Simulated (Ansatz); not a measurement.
Ag (simple hexagonal, space group No. 191) under volume change, plane-wave PAW PBE (Ansatz code), shape and atoms relaxed at each volume.

```json
[
 {"V (Å³/atom)": "17.701", "E − E(relaxed) (meV/atom)": "45.3", "P (GPa)": "9.23"},
 {"V (Å³/atom)": "18.284", "E − E(relaxed) (meV/atom)": "[?]", "P (GPa)": "[?]"},
 {"V (Å³/atom)": "18.868", "E − E(relaxed) (meV/atom)": "4.4", "P (GPa)": "2.48"},
 {"V (Å³/atom)": "19.451", "E − E(relaxed) (meV/atom)": "0.0", "P (GPa)": "0.00"},
 {"V (Å³/atom)": "20.035", "E − E(relaxed) (meV/atom)": "3.8", "P (GPa)": "-2.03"},
 {"V (Å³/atom)": "20.618", "E − E(relaxed) (meV/atom)": "14.3", "P (GPa)": "-3.67"},
 {"V (Å³/atom)": "21.202", "E − E(relaxed) (meV/atom)": "[?]", "P (GPa)": "[?]"}
]
```

Fill in the missing entries.


- 21.202, E − E(relaxed) (meV/atom): 30.2
- 21.202, P (GPa): -5.00
- 18.284, E − E(relaxed) (meV/atom): 18.7
- 18.284, P (GPa): 5.51

What does a third-order Birch–Murnaghan fit give for V₀, B₀ and B′?

V₀ = 19.45 Å³/atom, B₀ = 74.5 GPa, B′ = 5.8.

Space group P6/mmm (simple hexagonal). The start of the workflow was typed in or built on a structure type; neither database checked (COD, Materials Project) lists it. It is not the phase usual at ambient conditions (space group No. 225). The PBE relaxation kept the symmetry of its start; its stability against distortions is not shown here. The run is not spin-polarised.

Potentials: the earlier of the program's two PAW sets.
